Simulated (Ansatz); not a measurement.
# In8O11: a hybrid from a gapped semilocal start

System: In8O11, a test cell of our own (not relaxed); the cell holds 19 atoms.

```xyz
19
Lattice="5.4870 3.1679 9.6733 -2.7435 1.5840 4.8367 0.0000 -3.1679 4.8367" Properties=species:S:1:pos:R:3 pbc="T T T"
In    0.0501    0.0104    5.1769
In   -0.0117    0.0136    2.0301
In    0.0285   -0.0087    9.3029
In    0.0020   -0.0240   12.4769
O    -1.0978    1.5634    8.3521
O    -0.8085   -1.7599    8.4320
O     1.1118   -1.5718    6.0905
O     0.8297    1.4099   10.9395
O     0.8054    1.7867    6.0183
In    2.7319    1.5746    9.9917
In    2.7440    1.6016    6.9593
In    2.7637    1.5851   14.1828
In    2.7604    1.5908   17.2649
O     1.6858    3.1654   13.3088
O     1.9505    0.1365    8.5043
O     1.9036   -0.1666   13.2638
O     3.8711    0.0327   10.8425
O    -1.9347   -0.1946    6.0448
O     3.5940    3.3549   10.8869
```

Code: Ansatz (development build ahead of 0.2.0); PAW (an earlier, harder data set), plane waves, scalar-relativistic; no spin polarisation; cutoff 930 eV; k-mesh 1×1×1. A hybrid run begins with a PBE cycle under the same occupations; its iterations are summed over that start, the exchange cycles and any other fillings tried.

With one k-point the gap is the spacing of two levels at that point, not the band gap of the material; the mesh is far from converged, so the case tests the SCF and predicts nothing for the material.

| functional and occupations | outcome |
| --- | --- |
| HSE06, fixed occupations | converged in 31 iterations, gap on the mesh 4.05 eV |
| PBE, fixed occupations | converged in 12 iterations, gap on the mesh 3.10 eV |
| PBE, Fermi–Dirac smearing 0.01 eV | converged in 10 iterations, gap on the mesh 3.10 eV |
| HSE06, Fermi–Dirac smearing 0.01 eV | converged in 31 iterations, gap on the mesh 4.05 eV |

HSE06 opens the gap by 0.95 eV against PBE; on one k-point part of that hangs on the q+G = 0 term of the exchange. With a gap this far above the smearing width, smeared and fixed occupations give the same result.
